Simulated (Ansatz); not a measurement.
CrO2:
```
CELL_PARAMETERS angstrom
      4.40412     0.00000     0.00000
      0.00000     4.40412     0.00000
      0.00000     0.00000     2.91163
ATOMIC_POSITIONS crystal
  Cr 0.00000 0.00000 0.00000
  Cr 0.50000 0.50000 0.50000
  O  0.30281 0.30281 0.00000
  O  0.19719 0.80281 0.50000
  O  0.69719 0.69719 0.00000
  O  0.80281 0.19719 0.50000
```
The run is spin-polarised; directions of the spins, atom by atom: ↑ ↑ 0 0 0 0.

Relaxed with r²SCAN.

Give the Bader charges and basin volumes of the independent atoms, the program Ansatz at the r²SCAN level (PAW).



```json
[
 {"atom": "Cr1", "Bader charge (e)": "+2.08", "Bader volume (Å³)": "6.8"},
 {"atom": "O3", "Bader charge (e)": "-1.04", "Bader volume (Å³)": "10.8"}
]
```

Space group P4_2/mnm (rutile). Symmetry was held in the r²SCAN relaxation. Spin order of the final state: ferromagnetic, chosen from 5 collinear starts compared on coarse meshes (ties went to the first, and starts can fall back to one state), not a proven ground state. Textbook magnetic order: ferromagnetic. Other orbital occupations within this spin state were not tried. No Hubbard U is applied.

Potentials: the later of the program's two PAW sets.
